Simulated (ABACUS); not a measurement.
Set-up for a self-consistent single point of Mo2N (I4_1/amd, 6 atoms in the cell; from Materials Project mp-27953, changed as shown).

```
Mo2N
1.0
   -2.16239     2.16239     4.03974
    2.16239    -2.16239     4.03974
    2.16239     2.16239    -4.03974
Mo N
4 2
Direct
  0.98696   0.48696   0.50000
  0.23696   0.23696   0.00000
  0.76304   0.76304   0.00000
  0.51304   0.01304   0.50000
  0.25000   0.75000   0.50000
  0.50000   0.50000   0.00000
```

Computed with PBEsol, PseudoDojo 0.4 standard norm-conserving PBEsol (tails mended) pseudopotentials (plane waves; ABACUS).

ABACUS settings:

| key | value |
|---|---|
| KPT | MP 5 5 5 0 0 0 |
| basis_type | pw |
| ecutwfc | 84 Ry |
| smearing_method | fd |
| smearing_sigma | 0.00367493 Ry |
| potentials | PseudoDojo 0.4 standard norm-conserving PBEsol (tails mended) |
| symmetry | 1 |
| symmetry_prec | 1e-05 |
| ks_solver | dav_subspace |
| scf_nmax | 100 |
| scf_thr | 1.0e-09 Ry |
| mixing_type | broyden |
| mixing_beta | 0.4 |

Results:

```
Quantity                                                  Value
------------------------------------------------  -------------
Number of valence electrons                                  66
Number of bands                                              43
Number of k-points after the program's reduction             18
Number of plane waves (most at a k-point)                  6650
Number of SCF iterations                                     10
FFT grid                                           60 × 60 × 60
Free energy E − TS                                -8213.9227 eV
Fermi level (on the code's own zero)                   19.95 eV
Pressure                                             -19.86 GPa
Largest force (vector length)                        0.438 eV/Å
```

Forces (eV/Å):
| atom | Fx | Fy | Fz |
|---|---|---|---|
| Mo1 | 0.000 | 0.000 | 0.438 |
| Mo2 | 0.000 | 0.000 | 0.438 |
| Mo3 | 0.000 | 0.000 | -0.438 |
| Mo4 | 0.000 | 0.000 | -0.438 |
| N5 | 0.000 | 0.000 | 0.000 |
| N6 | 0.000 | 0.000 | 0.000 |

Stress (GPa, positive for compression):
```
-19.67    0.00    0.00
  0.00  -19.67    0.00
  0.00    0.00  -20.25
```

For comparison: a first run was changed to give this one (volume scaled by 1.01), and from it to this one the free energy goes up by 14.5 meV/atom, the pressure goes from -17.37 to -19.86 GPa and the largest force goes from 0.401 to 0.438 eV/Å.

The structure comes from a collection of computed structures, made at another level of theory; the collection holds predicted forms beside known ones. Its lattice was then scaled. No clean gap shows at this smearing width and mesh (spacing up to 0.41 Å⁻¹); the mesh is coarse for partly filled bands, so the values carry mesh errors.

Cost on one core: around 4 core-minutes (rough).

“Tails mended”: in these copies of the files the far tail of each local potential was reset to the Coulomb form.
